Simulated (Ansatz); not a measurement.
# From the elastic tensor of Li3TeH at 0.5 GPa (stress–strain coefficients) to moduli and sound speeds

Level of theory: Ansatz 0.2.0, DFT PBE, scalar-relativistic, plane waves, PAW. Settings: 420 eV plane-wave cutoff, Γ-centred 6×6×6 mesh, fixed occupations. No spin polarisation.

It takes space group Pm-3m (No. 221, cubic). Conventional cell: a = 4.172 Å, b = 4.172 Å, c = 4.172 Å, α = 90.00°, β = 90.00°, γ = 90.00°. Around Te (site symmetry m-3m) lie 12 Li at 2.95 Å. H (site symmetry m-3m) is surrounded by 6 Li at 2.09 Å. Li (site symmetry 4/mmm) has 2 H at 2.09 Å as nearest neighbours.

The cell is the ideal cubic antiperovskite prototype; whether it is the stable structure of this composition wasn't checked.

Relaxed-ion constants (GPa, on the Cartesian axes of the calculation):
C11 = 78.5, C12 = 14.9, C13 = 14.9, C22 = 78.5, C23 = 14.9, C33 = 78.5, C44 = 33.8, C55 = 33.8, C66 = 33.8 GPa; the others vanish.

Density 3.418 g/cm³; 5 atoms in 72.60 Å³.

The values that follow are for a polycrystal of randomly turned grains, by Hill's mean where one number stands.

With S = C⁻¹: B_V = (C11+C22+C33+2(C12+C13+C23))/9, G_V = (C11+C22+C33−C12−C13−C23+3(C44+C55+C66))/15, 1/B_R = S11+S22+S33+2(S12+S13+S23), 15/G_R = 4(S11+S22+S33−S12−S13−S23)+3(S44+S55+S66); Hill is their mean. Then v_l = √((B+4G/3)/ρ), v_t = √(G/ρ), v_m = [(2/v_t³+1/v_l³)/3]^(−1/3) and Θ = (ħ/k_B)·v_m·(6π²n/V)^(1/3) for n atoms in the volume V; E = 9BG/(3B+G), ν = (3B−2G)/(2(3B+G)) and A^U = 5G_V/G_R + B_V/B_R − 6.

```
Bulk modulus, Voigt / Reuss / Hill          : 36.1 / 36.1 / 36.1 GPa
Shear modulus, Voigt / Reuss / Hill         : 33.0 / 32.9 / 32.9 GPa
Young's modulus                             : 76 GPa
Poisson ratio                               : 0.150
Pugh ratio B/G                              : 1.10
Universal anisotropy index                  : 0.00
Longitudinal and transverse sound speeds    : 4839 and 3105 m/s
Debye temperature from the mean sound speed : 416 K
```

Cost: 1 run of about 0.34 core-minutes, on AMD EPYC 7R43 (Zen 3) (shared hosts).